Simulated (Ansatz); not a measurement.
All-electron LAPW in Ansatz 0.2.0 under PBEsol, scalar-relativistic, energies extrapolated to zero smearing. Slabs are 1×1 cells cut from bulk crystals relaxed on PAW files, with atoms then relaxed, 16 to 20 Å of vacuum, a dipole correction, k spacings of 0.16 to 0.26 Å⁻¹ and smearing of 0.02 to 0.1 eV, without spin–orbit coupling; Cr, Mn, Fe, Co, Ni, Eu and Gd start ferromagnetic, the others run without spin. The bulk type named needn't be the stable one, and no reconstruction is allowed.

```csv
slab,area (Å²),γ (J/m²),Φ (eV),Δd12 (%)
"diamond Ge (111), 4 layers",13.95,0.96,4.72,-8.2
"diamond Ge (111), 6 layers",13.95,1.12,4.71,-4.4
"bcc Ta (111), 6 layers",18.66,?,?,-22.8
"fcc Ni (111), 5 layers",5.19,2.32,5.23,-1.3
"bcc Cs (100), 5 layers",36.54,0.09,2.00,1.6
```

Question: Give the missing entry: row "bcc Ta (111), 6 layers", column "γ (J/m²)".

Answer: 2.98.

Question: What belongs in the row "bcc Ta (111), 6 layers", column "Φ (eV)"?

Answer: 3.75.
